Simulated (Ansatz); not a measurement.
# Run record: relaxation of AlIr (Pm-3m)

Method: PBEsol, PAW on Ansatz 0.2.0's default frozen-core files (fitted under PBE), scalar-relativistic.

The structure is one entry of a database and needn't be the stable phase.

Launched as:

```sh
ansatz run input.yaml --threads 1 --pin off --max-ram 2048MiB --backend cpu --events-out ev --progress --plain --runs-dir out
```

Input file:

```yaml
crystal:
  lattice:
    - [2.99455485, 0.0, 0.0]
    - [0.0, 2.99455485, 0.0]
    - [0.0, 0.0, 2.99455485]
  atoms:
    - { symbol: Al, position: [0.0, 0.0, 0.0] }
    - { symbol: Ir, position: [0.5, 0.5, 0.5] }
kpoints:
  mp_grid: { grid: [16, 16, 16] }
scf:
  occupations: { method: fermi_dirac, width: 0.05 }
hamiltonian:
  xc: pbesol
  pseudopotentials: { kind: paw }
relax:
  f_tol: 0.002
  max_steps: 80
  cell: {}
output:
  forces: true
  stress: true
```

Output:

```
Warning: RAYON_NUM_THREADS=1 ignored (pool sized by the plan → 1); use --threads N
Engine: ansatz 0.2.0, x86_64-unknown-linux-gnu
Pseudopotentials: kind: paw
Pseudopotential: Al, paw, valence charge 3, recommended cutoff 420 eV (normal), Al.paw.azcp
Pseudopotential: Ir, paw, valence charge 17, recommended cutoff 420 eV (normal), Ir.paw.azcp
Functional definition: PBEsol
  exchange = pbesol_x
  correlation = pbesol_c
Crystal: 2 atoms, lattice volume = 26.853 Å³
Basis set: ecut = 420 eV, 515 PW (Γ), exchange–correlation on 48×48×48 points (8 copies of the dense FFT grid, shifted against one another)
Bands: 14, of which v1, the nominal top of the filled ones, is band 10 counted from 1 (9 counted from 0)
Symmetry: 48 space group operations
Space group: Pm-3m (ITA 221), of the structure as read, at distance tolerance 3.0e-5 Å
k-points: 165 of 4096
Non-local potential: Al, projectors of the file, l = 0: 2, l = 1: 2, l = 2: 1
Non-local potential: Ir, projectors of the file, l = 0: 3, l = 1: 2, l = 2: 2, l = 3: 1
PAW form: soft (Blöchl's): semilocal exchange-correlation on the pseudo side does not see the compensation charge
[... 71 lines left out ...]
E sigma→0 (E₀):  -12325.435711 eV
Entropy (-TS):   -0.003454 eV (-1.727 meV/atom)
Fermi energy:    18.976413 eV
--- Per-component energies (eV) ---
  E_band       = -161.309526
  E_kinetic    = 652.664976
  E_local      = -1627.479181  (includes V_loc(G=0)·N_el)
  E_nonlocal   = 85.748004
  E_hartree    = 649.425592
  E_xc         = -308.453169
  E_vxc        = -332.190778  (∫ρ·V_xc dr)
  E_paw        = -9544.011243  (= ΣΔE_a)
  E_vpaw       = -238.903788  (= ΣTr[D̂ρ^β])
  E_aug_tail   = 0.000058  (compensation charges beyond the density's cutoff)
  E_ewald      = -2233.613444
  E_core_change = 0.284424  (= ΣΔE_core)
  E_smearing   = -0.003454  (= −TS)
  E_closure    = -0.000000  (closes the sum)
  Σ components = -12325.437438   (vs F -12325.437438, Δ=0.00e0)
--- Forces (eV/Å), atoms counted from 1 ---
  atom   1  Al     0.00000000    -0.00000000    -0.00000000
  atom   2  Ir     0.00000000    -0.00000000    -0.00000000
  max |Σ_I F_I| component: 6.38e-30 eV/Å
--- Stress (GPa, compression-positive) ---
       -0.006267      -0.000000      -0.000000
       -0.000000      -0.006267      -0.000000
       -0.000000      -0.000000      -0.006267
  P = ⅓ Tr σ = -0.0063 GPa (-0.063 kbar)
--- Relaxed structure (3 steps of the walk, 3 accepted, 1 SCFs on fresh bases) ---
  F+E_penalty+E_count = -12325.43743806 eV   max|allowed force component| = 3.123e-30 eV/Å   (the final SCF, on the basis selected at the relaxed cell)
  cell:  # Å, volume = 26.7066 Å³
    - [2.9890950424232114, 0.0, -1.2839532962581572e-34]
    - [6.419766481290786e-35, 2.9890950424232114, -1.6049416203226965e-35]
    - [-1.9259299443872356e-34, -1.6049416203226965e-35, 2.9890950424232114]
  atoms:
    - { symbol: Al, position: [-2.1773103713838635e-36, 2.0098249581900843e-36, -6.699416527312467e-37] }
    - { symbol: Ir, position: [0.5, 0.5, 0.5] }
```

The calculation finished and met its thresholds.

**Relaxation**

Relaxation of a crystal by Kohn-Sham DFT from the given cell to forces under 2 meV/angstrom; pressure positive in compression.

| Item | Value |
| --- | --- |
| Volume change | -0.546 % |
| Length change (a, b, c) | -0.182, -0.182, -0.182 % |
| Start pressure | -1.34 GPa |

Caveats: frozen-core PAW files fitted under PBE, their cores solved anew for the functional of the run; no spin-orbit coupling on heavy atoms.

Time and hardware: 6.4 s on 1 thread of Intel(R) Xeon(R) 6975P-C (Granite Rapids), with other jobs on the host, peak memory 0.41 GiB.
